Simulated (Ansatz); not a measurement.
YSi$_{2}$Pd$_{2}$:
```yaml
crystal:
  lattice:
    - [-2.06683, 2.06683, 4.96513]
    - [2.06683, -2.06683, 4.96513]
    - [2.06683, 2.06683, -4.96513]
  atoms:
    - { symbol: Y, position: [0.00000, 0.00000, 0.00000] }
    - { symbol: Si, position: [0.61701, 0.61701, 0.00000] }
    - { symbol: Si, position: [0.38299, 0.38299, 0.00000] }
    - { symbol: Pd, position: [0.75000, 0.25000, 0.50000] }
    - { symbol: Pd, position: [0.25000, 0.75000, 0.50000] }
```

Relaxed with r²SCAN. Special points in fractions of this cell's reciprocal vectors: Γ (0.000, 0.000, 0.000); X (0.000, 0.000, 0.500); P (0.250, 0.250, 0.250); N (0.000, 0.500, 0.000); M (0.500, 0.500, -0.500); S (0.293, 0.707, -0.293); S0 (-0.293, 0.293, 0.293); R (-0.087, 0.087, 0.500); G (0.500, 0.500, -0.087).

**Question.** List the band energies nearest the Fermi level at these points for plane-wave PAW r²SCAN (Ansatz code).

**Answer.** In eV from the Fermi level; about four levels below and three above (degenerate sets whole), none deeper than 8.9 eV; points with the same levels are listed once.

```json
[
 {"k": "Γ", "below": "-1.44 -1.12 -1.12 -0.28", "above": "1.44 1.44 2.80"},
 {"k": "X", "below": "-2.32 -1.39 -0.78 -0.43", "above": "3.71 3.88 4.52"},
 {"k": "P", "below": "-1.95 -1.95 -0.53 -0.53", "above": "2.97 4.01 4.53"},
 {"k": "N", "below": "-3.59 -3.07 -1.98 -0.60", "above": "1.57 1.76 2.81"},
 {"k": "M", "below": "-2.49 -1.44 -1.16 -1.16", "above": "0.03 0.92 2.50"},
 {"k": "S", "below": "-3.42 -3.41 -0.57 -0.31", "above": "0.31 2.36 2.68"},
 {"k": "R", "below": "-1.85 -0.97 -0.77 -0.10", "above": "3.63 3.79 4.17"}
]
```

Space group I4/mmm. The workflow started from a Materials Project entry (that database holds measured and hypothetical structures alike); the Crystallography Open Database files this formula in space group No. 139, but the cells were not matched. Its standing as an ambient phase is unchecked. Symmetry was held in the r²SCAN relaxation; whether a distortion lowers the energy is not shown. No spin polarisation was allowed. Spin–orbit coupling is left out wherever it is not named.

Potentials: the later of the program's two PAW sets.
